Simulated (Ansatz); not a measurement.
LaScO$_{2}$F in space group P4/mmm (No. 123; La on 1d, Sc on 1a, O on 2f, F on 1b) under volume change, PBEsol in the plane-wave PAW code Ansatz, shape and atoms relaxed at each volume.

```
V (Å³/atom)  E − E(relaxed) (meV/atom)  P (GPa)
-----------  -------------------------  -------
12.253                            57.4    16.55
12.657                            24.1    10.10
13.061                             5.7     4.63
13.465                             0.0     0.00
13.869                             5.1    -3.93
14.273                            19.3    -7.25
14.677                            41.2   -10.07
```

Problem. What does a third-order Birch–Murnaghan fit give for V₀, B₀ and B′?

Solution. V₀ = 13.47 Å³/atom, B₀ = 142 GPa, B′ = 4.5.

The start of the workflow was typed in or built on a structure type; neither database checked (COD, Materials Project) lists it. Its standing as an ambient phase is unchecked. The PBEsol relaxation kept the symmetry of its start. At this level the phase is dynamically unstable (imaginary phonons). The run is not spin-polarised. The volume moved by -21 % from the start of the relaxation. Spin–orbit coupling is left out wherever it is not named.

Potentials: the earlier of the program's two PAW sets. The files were generated under PBE; for other functionals the program regenerates the frozen cores, and for LDA and PBEsol the local potential too.
